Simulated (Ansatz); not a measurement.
The start is a relaxed Ga2O3 cell, doubled along one cell vector, shaken by Gaussian noise of σ = 0.08 Å a coordinate. The structure is fully relaxed (lattice and positions, P = 0) with r2SCAN (plane waves to 500 eV, PAW, scalar-relativistic; Ansatz, a quantum-chemistry and plane-wave program). The first steps use a coarse 6×3×6 k-mesh.

Input geometry:
```yaml
crystal:
  lattice:
    - [2.42827, 1.40196, 2.44745]
    - [-4.85654, 2.80393, 4.89490]
    - [0.00000, -2.80393, 2.44745]
  atoms:
    - { symbol: O, position: [0.18951, 0.39143, 0.55048] }
    - { symbol: O, position: [0.19258, 0.88872, 0.50857] }
    - { symbol: O, position: [0.48856, 0.10023, 0.82715] }
    - { symbol: O, position: [0.46662, 0.63040, 0.79322] }
    - { symbol: O, position: [0.78668, 0.25490, 0.22584] }
    - { symbol: O, position: [0.77630, 0.73948, 0.19135] }
    - { symbol: Ga, position: [0.30276, 0.12749, 0.26418] }
    - { symbol: Ga, position: [0.27023, 0.66328, 0.32344] }
    - { symbol: Ga, position: [0.73291, 0.36452, 0.67096] }
    - { symbol: Ga, position: [0.68465, 0.86676, 0.70344] }
```

How large is the pressure on the unrelaxed cell, and of which sign?

+9.3 GPa (positive: the cell is compressed).

Which atoms feel the largest initial force, and how large is it?

4.59 eV/Å, on Ga7 (atoms numbered as listed).

Does it find its way back to the structure it was made from?

It does not go back: it reaches P1 (No. 1), 225 meV/atom below the parent.

How do the shortest distances between atoms change?

The closest pairs of elements (up to four, under 3.6 Å), start → end: Ga–O 1.70 → 1.80 Å; O–O 2.23 → 2.63 Å; Ga–Ga 2.72 → 2.99 Å.

What does it relax into? Give the structure.


```xyz
10
Lattice="3.0728 0.0000 0.0000 -1.3237 5.8648 0.0000 -0.0222 -1.5863 5.9265" Properties=species:S:1:pos:R:3 pbc="T T T"
O     -0.2491     2.2615     2.3383
O     -0.2955     1.6464     5.4740
O      1.2373     0.9877     0.2183
O      1.2116     0.2851     3.6640
O      1.1363     4.7940     1.5707
O      1.4167     3.8367     4.2593
Ga    -0.4072     3.8027     1.2529
Ga    -0.1109     2.8613     4.1432
Ga     1.7030     0.7327     1.9648
Ga     2.7333    -0.2028     4.9081
```

Final values are on a 11×6×6 k-mesh of the relaxed cell. No spin polarisation in the result.

The relaxed structure here is a generated cell of Ga2O3: the first start was made by placing the elements on the sites of a structure type, and the end was not matched to a known phase here, so it may be hypothetical. Known forms of Ga2O3 include space group No. 12, 167.
